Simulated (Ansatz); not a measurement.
Hf2Cu (MoSi2 or CaC2 type, I4/mmm) at seven volumes, plane-wave PAW LDA (Ansatz code), shape and atoms relaxed at each. One row is withheld.

```json
[
 {"V (Å³/atom)": "15.887", "P (GPa)": "?"},
 {"V (Å³/atom)": "16.410", "P (GPa)": "9.84"},
 {"V (Å³/atom)": "16.934", "P (GPa)": "4.55"},
 {"V (Å³/atom)": "17.458", "P (GPa)": "0.00"},
 {"V (Å³/atom)": "17.982", "P (GPa)": "-3.92"},
 {"V (Å³/atom)": "18.505", "P (GPa)": "-7.29"},
 {"V (Å³/atom)": "19.029", "P (GPa)": "-10.19"}
]
```

### Question
Fit the shown pressures and predict the withheld one.

### Answer
Third-order Birch–Murnaghan: P = (3/2)B₀(x^(7/2) − x^(5/2))[1 + (3/4)(B′ − 4)(x − 1)] with x = (V₀/V)^(2/3). Least squares on the six rows gives V₀ = 17.458 Å³/atom, B₀ = 140.5 GPa, B′ = 4.00. At V = 15.887, x = 1.0649 and P = 16.00 GPa. The run itself gave 15.98 GPa.

The workflow started from a Materials Project entry (that database holds measured and hypothetical structures alike); the Crystallography Open Database files this formula in space group No. 139, but the cells were not matched. Its standing as an ambient phase is unchecked. The LDA relaxation kept the symmetry of its start; its stability against distortions is not shown here. The run is not spin-polarised. Spin–orbit coupling is left out wherever it is not named.

Potentials: the later of the program's two PAW sets.
